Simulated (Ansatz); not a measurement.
SiGe:
```
SiGe
1.0
    3.66539     0.00000     0.00000
   -1.83270     3.17432     0.00000
    0.00000     0.00000     6.18888
Ge Si
2 2
Direct
  0.00000   0.00000   0.00000
  0.00000   0.00000   0.50000
  0.33333   0.66667   0.25000
  0.66667   0.33333   0.75000
```

Relaxed with r²SCAN. Special points in fractions of this cell's reciprocal vectors: Γ (0.000, 0.000, 0.000); M (0.500, 0.000, 0.000); K (0.333, 0.333, 0.000); A (0.000, 0.000, 0.500); L (0.500, 0.000, 0.500); H (0.333, 0.333, 0.500).

Task: List the band energies nearest the Fermi level at these points for DFT-r²SCAN with spin–orbit coupling in the program Ansatz with PAW potentials.

Result: In eV from the Fermi level; about four levels below and three above (degenerate sets whole), none deeper than 8.9 eV; points with the same levels are listed once.

| k | below | above |
|---|---|---|
| Γ | -0.45 -0.45 -0.32 -0.32 | 0.34 0.34 1.07 1.07 |
| M | -4.80 -4.80 -2.83 -2.83 | 1.00 1.00 1.06 1.06 |
| K | -2.90 -2.90 -2.89 -2.89 | 4.50 4.50 6.03 6.03 |
| A | -4.90 -4.90 -4.90 -4.90 | 0.38 0.38 0.38 0.38 |
| L | -1.33 -1.33 -1.33 -1.33 | 2.80 2.80 2.80 2.80 |
| H | -0.92 -0.92 -0.92 -0.92 | 0.69 0.69 0.69 0.69 |

Space group P6_3/mmc (NiAs type). The cell is a constructed one: a structure type filled with these elements; neither database checked (COD, Materials Project) lists it. Its standing as an ambient phase is unchecked. The r²SCAN relaxation kept the symmetry of its start; whether a distortion lowers the energy is not shown.

Potentials: the earlier of the program's two PAW sets.
